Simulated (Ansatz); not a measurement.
**GdSi3 (AuCu3-type structure, lowered slightly to P4/mmm when read at 0.01 Å)**

Method: PBE+U (U_eff = 6 eV on Gd 4f), scalar-relativistic; collinear spin; PAW, 420 eV, Γ-centred 8×8×4 mesh, 0.05 eV Gaussian smearing; code Ansatz; PAW files: Ansatz's generated set soft_2.

```yaml
crystal:
  lattice:
    - [4.16798, 0.00000, 0.00000]
    - [0.00000, 4.16798, 0.00000]
    - [0.00000, 0.00000, 8.31195]
  atoms:
    - { symbol: Gd, position: [0.00000, 0.00000, 0.00000] }
    - { symbol: Si, position: [0.00000, 0.50000, 0.25000] }
    - { symbol: Si, position: [0.50000, 0.50000, 0.00000] }
    - { symbol: Si, position: [0.50000, 0.00000, 0.25000] }
    - { symbol: Gd, position: [0.00000, 0.00000, 0.50000] }
    - { symbol: Si, position: [0.00000, 0.50000, 0.75000] }
    - { symbol: Si, position: [0.50000, 0.50000, 0.50000] }
    - { symbol: Si, position: [0.50000, 0.00000, 0.75000] }
```

The cell came from substitution into a structure type; whether the compound takes it is for experiment to say.

Magnetic state: antiferromagnetic, site spin moments Gd 7.05, -7.05 μB.

Task: Which orbitals carry the states at the Fermi level, and how many states are there?

Result: Within 0.1 eV of it: Si 3p 61 %, Gd 5d 21 %, Si 3s 14 % (shares among the projected shells). The density of states at the Fermi level is about 4.6 states/eV per cell, averaged over 0.3 eV.

Density of states (tetrahedra, averaged over 0.3 eV; states/eV per cell of 8 atoms; energy in eV from the Fermi level; projections on Löwdin-orthogonalised atomic orbitals, summed over sites):

```tsv
E	total	Si 3p	Gd 4f up	Gd 4f down	Gd 5d up	Gd 5d down	Si 3s
-5.80	1.6	0.3	0.0	0.0	0.2	0.2	0.8
-5.50	1.3	0.3	0.0	0.0	0.1	0.1	0.7
-5.20	1.0	0.4	0.0	0.0	0.1	0.1	0.3
-4.90	1.5	1.0	0.0	0.0	0.1	0.1	0.2
-4.60	2.7	1.8	0.0	0.0	0.2	0.2	0.3
-4.30	2.4	1.7	0.0	0.0	0.2	0.2	0.2
-4.00	3.0	2.2	0.0	0.0	0.2	0.2	0.2
-3.70	4.2	3.0	0.0	0.0	0.4	0.4	0.3
-3.40	6.6	4.8	0.0	0.0	0.7	0.7	0.2
-3.10	6.3	4.2	0.0	0.0	0.8	0.8	0.2
-2.80	4.3	2.8	0.0	0.0	0.6	0.6	0.2
-2.50	3.0	1.9	0.0	0.0	0.4	0.4	0.2
-2.20	3.9	2.2	0.0	0.0	0.5	0.5	0.4
-1.90	4.0	2.3	0.0	0.0	0.5	0.5	0.6
-1.60	2.4	1.4	0.0	0.0	0.3	0.3	0.3
-1.30	4.2	2.5	0.0	0.0	0.4	0.4	0.7
-1.00	3.5	2.1	0.0	0.0	0.3	0.3	0.6
-0.70	2.5	1.5	0.0	0.0	0.2	0.2	0.3
-0.40	2.2	1.4	0.0	0.0	0.2	0.2	0.2
-0.10	4.3	2.5	0.0	0.0	0.4	0.4	0.6
0.20	3.7	2.1	0.0	0.0	0.4	0.4	0.5
0.50	3.7	2.1	0.0	0.0	0.4	0.4	0.5
0.80	4.1	2.3	0.1	0.1	0.4	0.4	0.6
1.10	3.9	2.2	0.1	0.1	0.4	0.4	0.5
1.40	3.8	1.9	0.1	0.1	0.5	0.5	0.4
1.70	4.9	2.2	0.1	0.1	0.7	0.7	0.5
2.00	4.7	1.8	0.1	0.1	0.8	0.8	0.3
2.30	6.1	2.1	0.2	0.2	1.1	1.1	0.4
2.60	6.3	2.0	0.3	0.3	1.2	1.2	0.4
2.90	7.4	1.9	0.7	0.7	1.3	1.3	0.5
3.20	12.2	2.3	2.7	2.7	1.3	1.3	0.6
3.50	26.6	2.0	10.3	10.3	1.1	1.1	0.6
3.80	19.3	2.8	6.0	6.0	1.3	1.3	0.8
4.10	8.7	2.7	1.2	1.2	1.0	1.0	0.6
4.40	6.1	2.2	0.4	0.4	0.8	0.8	0.5
4.70	7.2	3.3	0.2	0.2	0.8	0.8	0.5
5.00	5.9	2.8	0.1	0.1	0.6	0.6	0.4
```

For elements this heavy, spin–orbit coupling would shift levels and gaps; it isn't included here. The run wasn't fully tested for a lower electronic state. Site moments are of spin, integrated over atomic spheres. A U of this size is made for insulators; in a metal, as here, it tends to take f weight out of the bonding and to swell the cell.
